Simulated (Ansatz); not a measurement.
## Clamped-ion strain scan in TaSnO3

Method: DFT r2SCAN, scalar-relativistic, plane waves, PAW (Ansatz 0.2.0). Cutoff 500 eV, Γ-centred 12×12×12 k-points, Gaussian smearing of 0.15 eV. Spin–orbit coupling is left out, which can shift energies with elements as heavy as these. No spin polarisation. Energies are free energies at this smearing, counted from the undisturbed cell; pressure is positive in compression.

The undisturbed cell (as given, not relaxed at this level; it stands at 32.5 GPa, and it needn't be the usual structure):

```
Ta Sn O
1.0
     3.88000    0.00000    0.00000
     0.00000    3.88000    0.00000
     0.00000    0.00000    3.88000
Ta Sn O
1 1 3
Direct
  0.50000 0.50000 0.50000
  0.00000 0.00000 0.00000
  0.00000 0.50000 0.50000
  0.50000 0.00000 0.50000
  0.50000 0.50000 0.00000
```

The cell is strained by ε times the Voigt pattern (1, -1, 0, 0, 0, 0) (xx, yy, zz, yz, xz, xy; engineering shear) with fractional coordinates fixed. The cell is metallic on the mesh throughout. At 33 GPa the given cell is far from its own equilibrium, so these figures belong to a strongly strained crystal.

| ε | ΔE (meV/atom) |
| --- | --- |
| -0.0200 | 13.6 |
| -0.0100 | 3.4 |
| 0.0000 | 0.0 |
| 0.0050 | 0.8 |
| 0.0150 | 7.6 |

Predict the stress summed along the pattern (GPa, tension positive) at each point.

| ε | stress summed along the pattern (GPa, tension positive) |
| --- | --- |
| -0.0200 | -17.42 |
| -0.0100 | -8.64 |
| 0.0000 | 0.00 |
| 0.0050 | 4.31 |
| 0.0150 | 13.00 |

Symmetry holds off the tilts and polar distortions that many cubic perovskites undergo.